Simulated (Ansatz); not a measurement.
input.yaml (Ansatz)

```yaml
crystal:
  lattice:
    - [-1.5672791773, 1.5661913105, 1.2175825955]
    - [1.5661913105, -1.5672791773, 1.2175825955]
    - [2.9141317859, 2.9141317859, -1.2195750256]
  atoms:
    - { symbol: Mn, position: [0.9998791685, 0.0001208315, 1.0], spin: 1.472 }
    - { symbol: Mn, position: [0.7501208315, 0.2498791685, 0.5], spin: 1.472 }
hamiltonian:
  xc: r2scan
  pseudopotentials:
    kind: paw
    azcp:
      Mn: "pseudopotentials/Mn.paw.azcp"
basis:
  ecutwfc: 500
  fft_grid_basis: typed
kpoints:
  mp_grid: { grid: [17, 17, 9], shift: [0, 0, 0] }
magnetization:
  spin_polarized: true
scf:
  occupations: { method: fermi_dirac, width: 0.05 }
  lower_state_search: "off"
output:
  stress: true
```

Terminal output

```
Engine: ansatz 0.2.0, x86_64-unknown-linux-gnu
Pseudopotentials: kind: paw
Pseudopotential: Mn, paw, valence charge 15, recommended cutoff 500 eV (meta_gga) 
Functional definition: r2SCAN
  parameter k0 = 0.174
  parameter k1 = 0.065
  parameter a1 = 4.9479
  exchange = r2scan_x(k0 = k0, k1 = k1, a1 = a1)
  correlation = r2scan_c
Crystal: 2 atoms, lattice volume = 22.232 Å³
Basis set: ecut = 500 eV, 571 PW (Γ), exchange–correlation on 80×80×128 points (64 copies of the dense FFT grid, shifted against one another)
Bands: 21, of which v1, the nominal top of the filled ones, is band 15 counted from 1 (14 counted from 0)
Symmetry: 4 space group operations
Space group: C2/c (ITA 15), of the structure as read, at distance tolerance 2.8e-5 Å
Magnetic group: BNS 15.85 (UNI 92), of the structure as read, at distance tolerance 2.8e-5 Å
k-points: 693 of 2601
Non-local potential: Mn, projectors of the file, l = 0: 3, l = 1: 2, l = 2: 3, l = 3: 1
PAW form: soft (Blöchl's): semilocal exchange-correlation on the pseudo side does not see the compensation charge
PAW frozen core: Mn, regenerated for the run's functional (the file was generated under x = pbe(κ = 0.804, μ = 0.2195149727645171), c = pbe(β = 0.06672455060314922))
PAW one-centre angular grid: Mn, 590 points (default); XC on 160 Gauss nodes
Initial density: superposition of atomic densities (chi_scale 0.1, normalization cell)
Starting moments: Σ|m| = 2.944 μB on 2 of 2 sites
Initial wavefunctions: pseudopotential atomic-orbital guess
Functional: x = r2scan, c = r2scan; τ floored in thin density (d = 2e-4 eV/Å³)
SCF iter   1: F=-7805.556239 eV  HF=-7806.998363 eV  |F-HF|=1.44e0  |Δ(HF+E_count)|=         —  Δρ=7.57e-2 (↑7.57e-2 ↓4.73e-2)  dr2=2.13e0  dr2_τ=2.41e-2  dr2_m=1.12e-1  M=2.411 μB ∫|m|=2.418 μB  β_m=0.30  ethr=3.10e-3  ⟨swp⟩=3.4  Hψ=110016  notcnv=0
SCF iter   2: F=-7806.703526 eV  HF=-7806.761197 eV  |F-HF|=5.77e-2  |Δ(HF+E_count)|=   2.37e-1  Δρ=2.73e-2 (↑2.41e-2 ↓2.73e-2)  dr2=3.52e-1  dr2_τ=1.05e-2  dr2_m=2.85e-2  M=2.546 μB ∫|m|=2.569 μB  β_m=0.30  ethr=3.10e-3  ⟨swp⟩=2.8  Hψ=64877  notcnv=0  defer=649  κ⁻¹=1.0e0(r=1)
SCF iter   3: F=-7806.901426 eV  HF=-7806.797510 eV  |F-HF|=1.04e-1  |Δ(HF+E_count)|=   3.63e-2  Δρ=1.62e-2 (↑1.07e-2 ↓1.62e-2)  dr2=2.24e-2  dr2_τ=1.33e-3  dr2_m=2.69e-2  M=2.625 μB ∫|m|=2.668 μB  β_m=1.00  ethr=1.17e-3  ⟨swp⟩=2.3  Hψ=53048  notcnv=0  defer=649  κ⁻¹=2.5e-3(r=2)
SCF iter   4: F=-7806.949867 eV  HF=-7806.884055 eV  |F-HF|=6.58e-2  |Δ(HF+E_count)|=   8.65e-2  Δρ=1.39e-2 (↑1.39e-2 ↓4.29e-3)  dr2=1.84e-2  dr2_τ=2.54e-4  dr2_m=1.49e-2  M=2.686 μB ∫|m|=2.789 μB  β_m=1.00  ethr=7.45e-5  ⟨swp⟩=2.8  Hψ=68988  notcnv=0  defer=649  κ⁻¹=3.8e-5(r=3)
SCF iter   5: F=-7806.971100 eV  HF=-7806.900428 eV  |F-HF|=7.07e-2  |Δ(HF+E_count)|=   1.64e-2  Δρ=5.95e-3 (↑5.95e-3 ↓2.52e-3)  dr2=1.99e-3  dr2_τ=1.16e-4  dr2_m=3.31e-3  M=2.719 μB ∫|m|=2.847 μB  β_m=1.00  ethr=6.13e-5  ⟨swp⟩=2.8  Hψ=63326  notcnv=0  defer=652  κ⁻¹=3.3e-5(r=4)
SCF iter   6: F=-7806.978782 eV  HF=-7806.927664 eV  |F-HF|=5.11e-2  |Δ(HF+E_count)|=   2.72e-2  Δρ=5.57e-3 (↑5.57e-3 ↓1.79e-3)  dr2=3.29e-3  dr2_τ=5.60e-5  dr2_m=1.76e-3  M=2.750 μB ∫|m|=2.889 μB  β_m=1.20  ethr=6.63e-6  ⟨swp⟩=2.2  Hψ=58861  notcnv=0  defer=668
Mixer restart at iter 6: flushing history
spin-set hold released at iteration 6 (site moments contracting): the magnetisation degrees of freedom join the quasi-Newton model from the next iteration; the mixer history was flushed
SCF iter   7: F=-7806.983880 eV  HF=-7806.945001 eV  |F-HF|=3.89e-2  |Δ(HF+E_count)|=   1.73e-2  Δρ=2.93e-3 (↑2.93e-3 ↓1.45e-3)  dr2=1.06e-3  dr2_τ=2.86e-5  dr2_m=3.49e-4  M=2.772 μB ∫|m|=2.918 μB  β_m=1.20  ethr=6.63e-6  ⟨swp⟩=2.7  Hψ=60806  notcnv=0  defer=671  κ⁻¹=1.0e0(r=1)
SCF iter   8: F=-7806.989047 eV  HF=-7806.974219 eV  |F-HF|=1.48e-2  |Δ(HF+E_count)|=   2.92e-2  Δρ=1.90e-3 (↑1.90e-3 ↓9.98e-4)  dr2=2.66e-4  dr2_τ=8.00e-6  dr2_m=2.36e-4  M=2.807 μB ∫|m|=2.961 μB  β_m=1.20  ethr=3.54e-6  ⟨swp⟩=2.0  Hψ=62732  notcnv=0  defer=684  κ⁻¹=8.6e-2(r=2)
SCF iter   9: F=-7806.991056 eV  HF=-7806.985085 eV  |F-HF|=5.97e-3  |Δ(HF+E_count)|=   1.09e-2  Δρ=1.15e-3 (↑1.15e-3 ↓7.30e-4)  dr2=7.92e-5  dr2_τ=3.38e-6  dr2_m=9.81e-5  M=2.830 μB ∫|m|=2.989 μB  β_m=1.20  ethr=8.86e-7  ⟨swp⟩=2.1  Hψ=61377  notcnv=0  defer=684  κ⁻¹=5.4e-3(r=3)
SCF iter  10: F=-7806.992453 eV  HF=-7806.991605 eV  |F-HF|=8.49e-4  |Δ(HF+E_count)|=   6.52e-3  Δρ=6.26e-4 (↑6.26e-4 ↓4.88e-4)  dr2=1.30e-5  dr2_τ=1.18e-6  dr2_m=4.77e-5  M=2.861 μB ∫|m|=3.025 μB  β_m=1.20  ethr=2.64e-7  ⟨swp⟩=2.7  Hψ=59793  notcnv=0  defer=684  κ⁻¹=2.4e-3(r=4)
SCF iter  11: F=-7806.992789 eV  HF=-7806.992586 eV  |F-HF|=2.03e-4  |Δ(HF+E_count)|=   9.82e-4  Δρ=3.03e-4 (↑3.03e-4 ↓2.89e-4)  dr2=2.52e-6  dr2_τ=2.88e-7  dr2_m=1.56e-5  M=2.879 μB ∫|m|=3.045 μB  β_m=1.20  ethr=4.32e-8  ⟨swp⟩=2.8  Hψ=57186  notcnv=0  defer=684  κ⁻¹=1.3e-3(r=5)
SCF iter  12: F=-7806.992899 eV  HF=-7806.992794 eV  |F-HF|=1.05e-4  |Δ(HF+E_count)|=   2.07e-4  Δρ=1.56e-4 (↑1.12e-4 ↓1.56e-4)  dr2=1.27e-6  dr2_τ=7.50e-8  dr2_m=2.91e-6  M=2.892 μB ∫|m|=3.060 μB  β_m=1.20  ethr=8.39e-9  ⟨swp⟩=3.0  Hψ=64091  notcnv=0  defer=684  κ⁻¹=1.4e-4(r=6)
Error: SIGTERM received: cancelled by the caller after 12 completed SCF iterations
```

The run was cut off at its time limit.
